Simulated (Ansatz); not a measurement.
Equation of state of NbCd3 under PBEsol

The structure is cubic, space group Pm-3m (No. 221). Conventional cell: a = 4.215 Å, b = 4.215 Å, c = 4.215 Å, α = 90.00°, β = 90.00°, γ = 90.00°. Around Cd (site symmetry 4/mmm) lie 8 Cd at 2.98 Å and 4 Nb at 2.98 Å. Nb (site symmetry m-3m) is surrounded by 12 Cd at 2.98 Å.

The cell was scaled at fixed shape and fractions and run with Ansatz, all-electron LAPW, scalar-relativistic; PBEsol, k mesh 6 × 6 × 6 on the cell of 4 atoms, fermi-dirac occupations of 0.05 eV, no spin polarisation, no spin-orbit coupling. Energies are those that the program minimises, any entropy of the smearing included. For a metal such a mesh isn't converged to the digits shown.

| V (Å³/atom) | energy over the lowest row (meV/atom) |
| --- | --- |
| 17.5979 | 38.01 |
| 17.9723 | ? |
| 18.3467 | 6.56 |
| 18.7212 | 0.52 |
| 19.0956 | 0.00 |
| 19.4700 | 4.36 |
| 19.8444 | 13.06 |

Problem. Fit the third-order Birch-Murnaghan form, give V0, B0 and B′, and predict the energy left open.

Solution. With y = (V0/V)^(2/3), E = E0 + (9 V0 B0/16) [(y - 1)³ B′ + (y - 1)² (6 - 4y)]. Least squares through the rows shown give V0 = 18.9448 Å³/atom, E0 = -0.41 meV, B0 = 110.9 GPa (1 eV/Å³ = 160.218 GPa) and B′ = 5.01, with a largest miss of 0.01 meV. At V = 17.9723 the form with these constants gives 18.79 meV; the run gave 18.79 meV an atom.
